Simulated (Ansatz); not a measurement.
**InP (zinc blende): frozen-phonon scan**

InP (zinc blende)

```
CELL_PARAMETERS angstrom
      0.00000     5.95953     5.95953
      2.97977     2.97977     5.95953
      2.97977     2.97977     0.00000
ATOMIC_POSITIONS crystal
  P  0.00000 0.75000 0.75000
  P  0.50000 0.75000 0.75000
  In 0.00000 0.00000 0.00000
  In 0.50000 0.00000 0.00000
```

The atoms are displaced by Q × the pattern below (from a DFPT mode at X = (0.5, 0.5, 0.0), largest move 1; Q in Å), at fixed cell. It is one choice among 2 degenerate patterns. (q is in reciprocal vectors of the primitive cell; the cell shown is doubled to hold the pattern.)

```csv
atom,x,y,z
P1,0.000,1.000,0.000
P2,0.000,-1.000,0.000
In3,-0.196,0.000,0.000
In4,0.196,0.000,0.000
```

Calculation: PBE (plane waves to 420 eV, PAW, scalar-relativistic; Ansatz, a first-principles code). k mesh 10×10×10 (Γ-centred), Fermi-Dirac smearing 0.05 eV. Energies are smeared free energies. Stress and pressure are positive under compression. InP was relaxed with its symmetry unable to fall. The zero of ΔE is the undisplaced structure.

| Q (Å) | ΔE (eV/cell) | P (GPa) | −dE/dQ from forces (eV/Å) |
|---|---|---|---|
| -0.280 | 0.912 | 3.16 | 6.498 |
| -0.233 | 0.634 | 2.20 | 5.427 |
| -0.187 | 0.406 | 1.41 | 4.347 |
| -0.140 | 0.228 | 0.80 | 3.263 |
| -0.093 | 0.102 | 0.36 | 2.176 |
| -0.047 | 0.025 | 0.09 | 1.088 |
| 0.000 | 0.000 | 0.00 | 0.000 |
| 0.047 | 0.025 | 0.09 | -1.088 |
| 0.093 | 0.102 | 0.36 | -2.176 |
| 0.140 | 0.228 | 0.80 | -3.263 |
| 0.187 | 0.406 | 1.41 | -4.347 |
| 0.233 | 0.634 | 2.20 | -5.427 |
| 0.280 | 0.912 | 3.16 | -6.498 |

Summary:

| Quantity | Result |
|---|---|
| Energy at Q = 0.280 Å | 912 meV/cell |
| Space group of the distorted cell | C222_1 (No. 20), lowered from F-43m |
| Symmetry of the curve | even: the same for both signs |
| Shape of the curve | a single well with its minimum at or next to zero displacement |
| Harmonic wavenumber from the curvature (finite differences) | 299 cm⁻¹ |
| Wavenumber by perturbation theory (DFPT, on another k mesh) | 299 cm⁻¹ |

(A displaced cell: forces are minus the slopes of the energy, force constants its curvatures, and phonons follow from these.)
